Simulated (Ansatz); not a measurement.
GePt:
```
CELL_PARAMETERS angstrom
      3.14250     0.00000     0.00000
      0.00000     3.14250     0.00000
      0.00000     0.00000     3.14250
ATOMIC_POSITIONS crystal
  Pt 0.00000 0.00000 0.00000
  Ge 0.50000 0.50000 0.50000
```

Relaxed with PBEsol. Special points in fractions of this cell's reciprocal vectors: Γ (0.000, 0.000, 0.000); X (0.000, 0.500, 0.000); M (0.500, 0.500, 0.000); R (0.500, 0.500, 0.500).

### Question
List the band energies nearest the Fermi level at these points for DFT-PBEsol with spin–orbit coupling in the program Ansatz with PAW potentials.

### Answer
In eV from the Fermi level; about four levels below and three above (degenerate sets whole), none deeper than 8.9 eV; points with the same levels are listed once.

| k | below | above |
|---|---|---|
| Γ | -2.54 -2.54 -2.54 -2.54 -1.78 -1.78 | 1.24 1.24 2.12 2.12 2.12 2.12 |
| X | -2.12 -2.12 -0.89 -0.89 | 6.77 6.77 7.22 7.22 |
| M | -3.19 -3.19 -1.33 -1.33 | 0.35 0.35 1.17 1.17 |
| R | -1.24 -1.24 -1.24 -1.24 | 1.28 1.28 2.92 2.92 2.92 2.92 |

Space group Pm-3m (CsCl type). The cell is a constructed one: a structure type filled with these elements; neither database checked (COD, Materials Project) lists it. COD files the formula under space group No. 62. Whether it is the stable phase at ambient conditions was not checked. The cell was relaxed with PBEsol under the symmetry of its start; its stability against distortions is not shown here. No spin polarisation was allowed.

Potentials: the earlier of the program's two PAW sets. The files were generated under PBE; for other functionals the program regenerates the frozen cores, and for LDA and PBEsol the local potential too.
